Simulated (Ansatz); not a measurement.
GeSe2: computed property card

GeSe2:
```yaml
crystal:
  lattice:
    - [-2.89530, 2.89530, 4.80094]
    - [2.89530, -2.89530, 4.80094]
    - [2.89530, 2.89530, -4.80094]
  atoms:
    - { symbol: Ge, position: [0.75000, 0.25000, 0.50000] }
    - { symbol: Ge, position: [0.00000, 0.00000, 0.00000] }
    - { symbol: Se, position: [0.62438, 0.62500, 0.49938] }
    - { symbol: Se, position: [0.37500, 0.87438, 0.99938] }
    - { symbol: Se, position: [0.12562, 0.12500, 0.50062] }
    - { symbol: Se, position: [0.87500, 0.37562, 0.00062] }
```

Space group I-42d (No. 122); conventional cell a = b = 5.7906 Å, c = 9.6019 Å, α = β = γ = 90.00°.

Method: PBEsol in the plane-wave PAW code Ansatz. Structure relaxed to zero pressure with the same functional. Other levels are named where they apply.

### Cell and energy

```yaml
volume_per_atom: 26.83 Å³
density: 4.76 g/cm³
Formation energy from the elements (no fitted shifts): -0.22 eV/atom
```

### Electronic structure

```yaml
band_gap: 1.34 eV (indirect)
valence_band_maximum: at Γ
conduction_band_minimum: on the Γ–M line, 98 % of the way from Γ (2 equivalent valleys)
smallest_direct_gap_on_the_standard_path: 1.62 eV
electron_effective_mass: 0.45, 0.58, 0.62 mₑ (principal values)
hole_effective_mass: 0.19, 0.75, 0.75 mₑ (principal values)
```

### Mechanics

```yaml
Bulk modulus (Birch–Murnaghan fit): 16.0 GPa
Pressure derivative B′: 4.4
```

### Charges

```yaml
bader_charges: Ge +0.90, Se -0.45 e
```

The first step of the workflow began from a Materials Project structure, measured or hypothetical; the Crystallography Open Database copy checked does not list it. Its standing as an ambient phase is unchecked. The cell was relaxed with PBEsol under the symmetry of its start; its stability against distortions is not shown here. The references are the lowest solids computed at this level, not always the standard phases. Spin–orbit coupling is left out wherever it is not named.

Potentials: the later of the program's two PAW sets.
